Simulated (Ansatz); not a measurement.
AlN (CsCl type, Pm-3m) at seven volumes, DFT-PBEsol in the program Ansatz with PAW potentials, scaled uniformly. One row is withheld.

```tsv
V (Å³/atom)	P (GPa)
7.936	23.32
8.198	?
8.459	6.60
8.721	0.00
8.983	-5.64
9.244	-10.46
9.506	-14.60
```

Task: Fit the shown pressures and predict the withheld one.

Result: Third-order Birch–Murnaghan: P = (3/2)B₀(x^(7/2) − x^(5/2))[1 + (3/4)(B′ − 4)(x − 1)] with x = (V₀/V)^(2/3). Least squares on the six rows gives V₀ = 8.721 Å³/atom, B₀ = 202.8 GPa, B′ = 4.18. At V = 8.198, x = 1.0421 and P = 14.27 GPa. The run itself gave 14.31 GPa.

The cell is a constructed one: a structure type filled with these elements; neither database checked (COD, Materials Project) lists it. It is not the phase usual at ambient conditions (space group No. 186, 216). Symmetry was held in the PBEsol relaxation. At this level the phase is dynamically unstable (imaginary phonons).

Potentials: the earlier of the program's two PAW sets. The files were generated under PBE; for other functionals the program regenerates the frozen cores, and for LDA and PBEsol the local potential too.
